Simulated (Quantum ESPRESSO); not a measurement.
Field gradients of ZrO$_{2}$ from PBE PAW (JTH datasets; density from pw.x of a modified build of Quantum ESPRESSO, gradients reconstructed from it by a script). The input of pw.x:

```
&CONTROL
  calculation = 'scf'
  prefix = 'x'
  pseudo_dir = './pseudo'
  outdir = './out'
  tprnfor = .true.
/
&SYSTEM
  ibrav = 0
  nat = 12
  ntyp = 2
  ecutwfc = 45
  ecutrho = 180
  occupations = 'fixed'
  nbnd = 52
/
&ELECTRONS
  conv_thr = 1e-11
/
ATOMIC_SPECIES
Zr 91.224 Zr.GGA_PBE-JTH.UPF
O 15.999 O.GGA_PBE-JTH.UPF
CELL_PARAMETERS angstrom
    5.153990000000     0.000000000000     0.000000000000
    0.000000000000     5.228110000000     0.000000000000
   -0.873865000000     0.000000000000     5.257572000000
ATOMIC_POSITIONS crystal
Zr     0.723690000000     0.957850000000     0.790400000000
Zr     0.276310000000     0.042150000000     0.209600000000
Zr     0.276310000000     0.457850000000     0.709600000000
Zr     0.723690000000     0.542150000000     0.290400000000
O      0.069210000000     0.166290000000     0.843830000000
O      0.930790000000     0.833710000000     0.156170000000
O      0.930790000000     0.666290000000     0.656170000000
O      0.069210000000     0.333710000000     0.343830000000
O      0.550700000000     0.257420000000     0.021400000000
O      0.449300000000     0.742580000000     0.978600000000
O      0.449300000000     0.757420000000     0.478600000000
O      0.550700000000     0.242580000000     0.521400000000
K_POINTS automatic
5 5 4 0 0 0
```
The cell comes from the Materials Project (a computed structure). It is ZrO2 in P2₁/c. Stability against distortions was not tested. The run has no spin polarisation.

Vzz is the sum of three terms, each taken along its main axis: the smooth valence density, the ions (nucleus and frozen core) with the augmentation charges of all other spheres, and the all-electron minus smooth density in the atom's own sphere. The split hangs on the datasets.  Cores are frozen. Against all-electron runs on small test molecules, this scheme's |Vzz| missed by −2 to +6 % on O. Zr had no test against all-electron runs.

```tsv
site	smooth valence density	ions and other spheres	own sphere	Vzz (a.u.)
Zr (atoms 1, 2, 3, 4)	0.041	-0.039	[?]	[?]
O1 (atoms 5, 6, 7, 8)	-0.352	0.387	[?]	[?]
O2 (atoms 9, 10, 11, 12)	0.050	-0.024	[?]	[?]
```

Question: Fill in the missing entries.

Answer: 
- Zr (atoms 1, 2, 3, 4), own sphere: 0.559
- Zr (atoms 1, 2, 3, 4), Vzz (a.u.): 0.561
- O1 (atoms 5, 6, 7, 8), own sphere: 0.070
- O1 (atoms 5, 6, 7, 8), Vzz (a.u.): 0.105
- O2 (atoms 9, 10, 11, 12), own sphere: 0.091
- O2 (atoms 9, 10, 11, 12), Vzz (a.u.): 0.117
